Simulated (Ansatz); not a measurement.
Consider the following.

Starting cell, Ru (hcp, Mg type):

```
Ru
1.0
    2.69188     0.00000     0.00000
   -1.34594     2.33123     0.00000
    0.00000     0.00000     4.24566
Ru
2
Direct
  0.33333   0.66667   0.75000
  0.66667   0.33333   0.25000
```

In this cell atom 1 (Ru, nearest neighbour Ru at 2.631 Å; its periodic images, 2.7 Å or more away, move with it) is moved by s along Cartesian [110], unit vector (0.707, 0.707, 0.000); all other atoms and the cell stay fixed.

Calculation: PBEsol (plane waves to 420 eV, PAW, scalar-relativistic; Ansatz, an electronic-structure program). k mesh 16×16×9 (Γ-centred), Fermi-Dirac smearing 0.05 eV. Energies are smeared free energies. With partly filled bands, energies and forces of such displacements shift with the k mesh and the smearing. Ru is run without spin polarisation. Ru was relaxed with its symmetry unable to fall. The zero of ΔE is the undisplaced structure.

The scan covers s from -0.260 to 0.260 Å in 11 points.

Is the energy the same for displacements of ±0.260 Å, and if not, which side lies higher?

Not even: the positive side lies higher at ±0.260 Å. With its periodic images moving along, the atom's site symmetry in this cell is -6m2.

What force acts on the atom along the line at s = -0.260 Å?

1.80 eV/Å.

What is the force constant k = d²E/ds² of this move at s = 0?

8.23 eV/Å².

With two atoms in the cell this is the zone-centre optical mode. What wavenumber follows?

210 cm⁻¹.

(A displaced cell: forces are minus the slopes of the energy, force constants its curvatures, and phonons follow from these.)
